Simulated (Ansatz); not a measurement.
A geometry of ScOF away from equilibrium: step 2 of the relaxation of a relaxed ScOF cell, doubled along one cell vector, shaken by Gaussian noise of σ = 0.08 Å a coordinate. Computed with PBE (plane waves to 420 eV, PAW, scalar-relativistic; Ansatz, a quantum-chemistry and plane-wave program). Γ-centred k-mesh 7×4×4 on the run's cell (coarser than for final values), Fermi–Dirac smearing 0.05 eV.

```
ScOF
1.0
    3.60403     0.01655    -0.00127
   -3.57537     6.34809     0.01682
   -0.00190     0.01344     5.40897
Sc O F
4 4 4
Direct
  0.99718   0.99683   0.50325
  0.04272   0.52301   0.52431
  0.03167   0.00912   0.99494
  0.98353   0.49918   0.01703
  0.36456   0.34245   0.75718
  0.34328   0.84313   0.75626
  0.65104   0.16123   0.22887
  0.68335   0.66961   0.23989
  0.34107   0.33130   0.26811
  0.33165   0.83005   0.26593
  0.69264   0.17890   0.72526
  0.67882   0.67086   0.73336
```

Problem. What forces act on the atoms (eV/Å)?

Solution. 
```csv
atom,Fx,Fy,Fz
Sc1,-0.08,0.16,-0.58
Sc2,0.21,0.22,-0.10
Sc3,0.45,0.50,0.59
Sc4,-0.65,-0.53,0.81
O5,-0.35,0.31,1.11
O6,0.05,0.31,0.35
O7,0.78,-0.55,-1.15
O8,-0.29,-0.81,-0.51
F9,-1.12,0.55,0.50
F10,0.52,0.27,0.85
F11,0.79,-0.62,-0.95
F12,-0.31,0.20,-0.92
```

Problem. What is the pressure?

Solution. +2.5 GPa, compression positive.

No spin polarisation in the result.

The end of the path is a generated cell of ScOF: the first start was made by placing the elements on the sites of a structure type, and the end was not matched to a known phase here, so it may be hypothetical.
